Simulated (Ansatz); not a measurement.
## Fe2Co3: relaxed-ion elastic tensor

These are results of Ansatz 0.2.0, DFT PBE, scalar-relativistic, plane waves, PAW, not measurements. Cutoff 420 eV, 12×12×12 k-points (Γ-centred), Gaussian smearing of 0.20 eV. Collinear spin, site moments 2.6, 2.6, 1.8, 1.9, 1.8 μB.

Equilibrium structure at this level:
```yaml
crystal:
  lattice:
    - [2.00681, 1.15863, 4.07690]
    - [-2.00681, 1.15863, 4.07690]
    - [0.00000, -2.31726, 4.07690]
  atoms:
    - { symbol: Fe, position: [0.79956, 0.79956, 0.79956] }
    - { symbol: Fe, position: [0.20044, 0.20044, 0.20044] }
    - { symbol: Co, position: [0.60095, 0.60095, 0.60095] }
    - { symbol: Co, position: [0.00000, 0.00000, 0.00000] }
    - { symbol: Co, position: [0.39905, 0.39905, 0.39905] }
```

The cell was found from a structure generator's guess, not taken from experiment. In a metal, frequencies and elastic constants depend on the k mesh and the smearing, soft modes and shear constants most.

(1) Give the relaxed-ion elastic constants (GPa, Voigt order xx yy zz yz xz xy, on the Cartesian axes of the cell above).

(2) Is the crystal stable against homogeneous strain?

(3) And the moduli of a polycrystal (Hill averages)?

Results:

(1)
C11 = 338.6, C12 = 137.7, C13 = 103.4, C14 = -41.9, C22 = 338.6, C23 = 103.4, C24 = 41.9, C33 = 378.8, C44 = 74.3, C55 = 74.3, C56 = -41.9, C66 = 100.5 GPa; the others vanish.

(2) Yes: the least eigenvalue of the tensor is 43.5 GPa.

(3) B = 194 GPa, G = 85 GPa, E = 223 GPa, ν = 0.31.
